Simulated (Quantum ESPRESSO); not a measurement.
# Pt: energy against volume and a worked fit

It takes space group Fm-3m (No. 225, cubic). Conventional cell: a = 3.940 Å, b = 3.940 Å, c = 3.940 Å, α = 90.00°, β = 90.00°, γ = 90.00°. Pt (site symmetry m-3m) is surrounded by 12 Pt at 2.79 Å.

The cell was scaled at fixed shape and fractions and run with Quantum ESPRESSO, GBRV 1.5 PBEsol, cutoff 612 eV; PBEsol, k mesh 20 × 20 × 20 on the cell of 1 atom, methfessel-paxton occupations of 0.2 eV, no spin polarisation, no spin-orbit coupling. Energies are those that the program minimises, any entropy of the smearing included. For a metal such a mesh isn't converged to the digits shown.

| V (Å³/atom) | energy over the lowest row (meV/atom) |
| --- | --- |
| 14.3733 | 26.05 |
| 14.6791 | 6.56 |
| 14.9849 | 0.00 |
| 15.2907 | 4.79 |
| 15.5966 | ? |
| 15.9024 | 43.14 |
| 16.2082 | 74.33 |

Problem. Fit the third-order Birch-Murnaghan form, give V0, B0 and B′, and predict the energy left open.

Solution. With y = (V0/V)^(2/3), E = E0 + (9 V0 B0/16) [(y - 1)³ B′ + (y - 1)² (6 - 4y)]. Least squares through the rows shown give V0 = 15.0019 Å³/atom, E0 = -0.02 meV, B0 = 289.6 GPa (1 eV/Å³ = 160.218 GPa) and B′ = 5.38, with a largest miss of 0.02 meV. At V = 15.5966 the form with these constants gives 19.60 meV; the run gave 19.60 meV an atom.
